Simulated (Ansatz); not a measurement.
Mg4CdS3: phonons across the zone

Level of theory: DFT PBE, scalar-relativistic, plane waves, PAW in Ansatz 0.2.0. Settings: 420 eV plane-wave cutoff, Γ-centred 12×12×4 mesh, Gaussian smearing of 0.10 eV. No spin polarisation. Phonons by linear response, acoustic sum rule imposed.

Equilibrium structure at this level:
```
CELL_PARAMETERS angstrom
3.62920 0.00000 0.00000
-1.81460 3.14298 0.00000
0.00000 0.00000 13.91053
ATOMIC_POSITIONS crystal
Mg 0.33333 0.66667 0.60912
Mg 0.66667 0.33333 0.39088
Mg 0.66667 0.33333 0.16648
Mg 0.33333 0.66667 0.83352
Cd 0.00000 0.00000 0.00000
S 0.66667 0.33333 0.72136
S 0.33333 0.66667 0.27864
S 0.00000 0.00000 0.50000
```

It was reached by relaxing an invented guess, and it needn't be the stable form of this composition. In a metal, frequencies and elastic constants depend on the k mesh and the smearing, soft modes and shear constants most. The q mesh is coarse, so values between its points are rough. A semilocal functional can close a gap that the real compound has.

Force constants from linear response on a 2×2×1 q mesh.

Path: Γ–M–K–Γ–A–L–H–A | L–M | H–K. Only the points of the 2×2×1 mesh were computed; the rest is interpolation, which is rough on so few points. On the mesh no mode is imaginary. Distance along the path (Å⁻¹), then the branches (cm⁻¹, negative for imaginary):
```
0.000  0 0 0 52 52 81 81 101 118 118 156 164 164 203 203 229 232 232 241 241 251 334 367 381
0.250  20 27 41 63 86 89 99 120 124 129 165 166 169 204 209 227 230 238 246 252 257 323 354 366
0.500  30 39 60 92 92 104 125 136 155 164 168 180 206 207 218 226 231 250 254 263 286 293 323 330
0.750  27 43 77 111 112 119 132 144 162 177 180 198 208 211 223 235 244 250 259 264 278 292 308 323
1.000  25 45 81 120 122 131 132 147 179 180 184 185 203 208 216 229 237 241 261 272 289 296 311 328
1.144  26 44 81 124 128 130 138 153 175 179 182 192 200 201 224 228 238 240 264 272 288 295 309 324
1.288  28 42 81 127 130 141 151 172 174 177 178 192 196 202 225 234 237 243 270 271 285 291 305 312
1.432  31 38 81 131 131 148 158 170 172 184 184 190 204 211 225 228 240 247 273 276 283 287 299 300
1.577  35 35 81 132 132 150 161 168 168 185 185 192 215 215 224 233 233 248 275 275 282 285 296 296
1.865  29 41 79 116 128 142 158 160 176 179 191 192 198 206 226 232 238 249 268 276 283 292 292 303
2.154  27 42 66 92 115 116 127 147 162 169 172 181 210 211 221 222 239 248 265 274 280 287 312 319
2.442  18 36 40 68 86 91 111 122 124 136 164 167 174 205 210 227 234 234 252 253 260 319 350 361
2.731  0 0 0 52 52 81 81 101 118 118 156 164 164 203 203 229 232 232 241 241 251 334 367 381
2.787  -13 9 9 50 50 82 82 95 117 117 161 164 164 203 203 231 232 232 240 240 251 329 370 382
2.844  -25 17 17 46 46 83 83 84 116 116 165 165 172 203 203 232 232 236 240 240 251 318 375 382
2.900  -36 26 26 40 40 75 85 85 116 116 166 166 181 202 202 232 232 237 240 240 257 305 378 383
2.957  -40 33 33 34 34 72 85 85 115 115 166 166 185 202 202 232 232 237 240 240 262 298 380 383
3.207  -39 31 54 58 70 92 100 119 123 124 165 165 188 204 210 230 235 242 246 255 259 290 366 367
3.457  29 31 74 81 92 104 123 138 152 166 172 177 208 211 218 230 240 248 255 260 273 287 328 333
3.706  27 43 78 110 113 117 125 146 167 176 188 194 209 210 227 235 239 248 259 264 278 292 307 324
3.956  25 45 81 103 116 127 146 164 173 180 185 186 201 207 217 231 236 237 261 271 289 296 310 330
4.101  26 44 81 105 125 131 151 164 173 176 184 192 199 202 224 230 234 240 264 270 288 295 309 325
4.245  28 42 81 113 137 138 163 172 173 175 180 194 195 202 227 229 236 243 270 271 285 292 304 314
4.389  31 38 81 122 137 141 170 171 173 180 187 189 204 211 224 226 239 246 273 276 283 287 300 300
4.533  34 34 81 131 131 141 169 169 178 184 185 185 214 214 223 233 233 248 275 275 283 285 296 296
4.822  29 40 80 120 128 137 158 161 178 181 190 191 198 210 227 230 235 248 268 276 283 293 293 303
5.110  31 35 75 89 110 115 129 148 155 168 179 181 210 214 222 228 242 246 263 267 273 288 317 319
5.399  -35 33 55 65 71 92 114 124 126 126 165 165 189 205 211 232 233 242 252 257 260 288 361 362
5.688  -40 33 33 34 34 72 85 85 115 115 166 166 185 202 202 232 232 237 240 240 262 298 380 383
5.716  25 45 81 103 116 127 146 163 174 180 185 186 201 207 217 231 236 237 261 271 289 296 310 329
5.772  25 45 81 108 116 126 146 157 176 180 185 186 202 207 216 230 237 238 261 272 289 296 310 329
5.829  25 45 81 116 118 124 147 148 177 180 185 185 202 208 216 229 237 240 261 272 289 296 311 328
5.885  25 45 81 119 122 126 137 147 178 180 184 185 203 208 216 229 237 241 261 272 289 296 311 328
5.913  34 34 81 131 131 141 169 169 178 184 185 185 214 214 223 233 233 248 275 275 283 285 296 296
5.970  34 34 81 131 131 142 169 169 175 185 185 187 214 214 223 233 233 248 275 275 283 285 296 296
6.026  34 34 81 132 132 145 168 168 169 185 185 190 215 215 223 233 233 248 275 275 282 285 296 296
6.083  35 35 81 132 132 148 164 168 168 185 185 192 215 215 224 233 233 248 275 275 282 285 296 296
6.139  35 35 81 132 132 150 161 168 168 185 185 192 215 215 224 233 233 248 275 275 282 285 296 296
```
